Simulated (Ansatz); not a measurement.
TiS$_{2}$ (CdI2 type, P-3m1) at seven volumes, the program Ansatz at the PBE+D3(BJ) level (PAW), shape and atoms relaxed at each. One row is withheld.

| V (Å³/atom) | P (GPa) |
|---|---|
| 16.385 | ? |
| 16.925 | 3.26 |
| 17.465 | 1.41 |
| 18.005 | 0.01 |
| 18.545 | -1.00 |
| 19.085 | -1.65 |
| 19.626 | -2.12 |

Q: Fit the shown pressures and predict the withheld one.

A: P = (3/2)B₀(x^(7/2) − x^(5/2))[1 + (3/4)(B′ − 4)(x − 1)] with x = (V₀/V)^(2/3). Least squares on the six rows gives V₀ = 18.011 Å³/atom, B₀ = 39.0 GPa, B′ = 9.97. At V = 16.385, x = 1.0651 and P = 5.76 GPa. The run itself gave 5.53 GPa.

The PBE+D3(BJ) relaxation kept the symmetry of its start. No spin polarisation was allowed.

Potentials: the later of the program's two PAW sets.
